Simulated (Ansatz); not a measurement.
LaSi2Ni2 in space group I4/mmm (No. 139; La on 2a, Si on 4e, Ni on 4d), PBE (plane waves, PAW; program Ansatz), all energies at zero smearing, with the estimated change up to a 700 eV cutoff added, with one set of potentials and settings (totals compare only within such a set). Cell of 5 atoms (1 La, 2 Si, 2 Ni): -19205.276 eV.

```
element                             reference phase  E (eV/atom)
-------  ------------------------------------------  -----------
La                    P6_3/mmc, 4 atoms in the cell   -6250.3045
Si                       Fd-3m, 2 atoms in the cell    -635.8114
Ni       Fm-3m, 1 atoms in the cell, spin-polarised   -5839.7295
```

Formation energy per atom, worked out: (-19205.276 − 1×(-6250.3045) − 2×(-635.8114) − 2×(-5839.7295))/5 = -0.778 eV/atom (-75 kJ per mol of atoms), at 0 K, without zero-point energy or fitted corrections.

The workflow started from a Materials Project entry (that database holds measured and hypothetical structures alike); the Crystallography Open Database files this formula in space group No. 139, but the cells were not matched. Its standing as an ambient phase is unchecked. Symmetry was held in the PBE relaxation; its stability against distortions is not shown here. No spin polarisation was allowed. The references are the lowest solids computed at this level, not always the standard phases. Scalar-relativistic: spin–orbit coupling is off unless named, which matters more the heavier the elements.

Potentials: the earlier of the program's two PAW sets.
